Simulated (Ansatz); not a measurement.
**TiB₂: strain energy, fitted**

TiB₂, P6/mmm, a = 3.032 Å, c = 3.223 Å. The structure is a Materials Project entry; whether it is the stable form wasn't checked. Ansatz: PBE, PAW, 420 eV, Γ-centred 15×15×14 mesh on 3 atoms, Gaussian smearing 0.10 eV; no spin polarisation. Series: biaxial strain in the a-b plane, c and atoms relaxed; x is the strain in per cent. y is the free energy over the unstrained cell, V0 = 8.555 Å³/atom.

```tsv
x (%)	y (meV/atom)
-6.0	148.06
-4.0	62.90
-2.0	15.05
0.0	0.00
2.0	?
4.0	52.54
6.0	113.44
```

Problem. Fit y = c2 x² + c3 x³ to the other rows, turn c2 into a modulus, and predict the missing energy.

Solution. Least squares on the rows shown. y = 3.6278 x² − 0.080195 x³. In eV per unit strain² c2 is 36.28; M is the biaxial modulus (E = M V0 ε²): 36.28 × 160.2 / (8.555) = 679 GPa. At x = 2.0 the fit asked for gives 13.87 meV/atom. The run gave 13.67 meV/atom, so the fit is 0.20 meV/atom too high, within the rms miss on the fitted rows (0.23 meV/atom).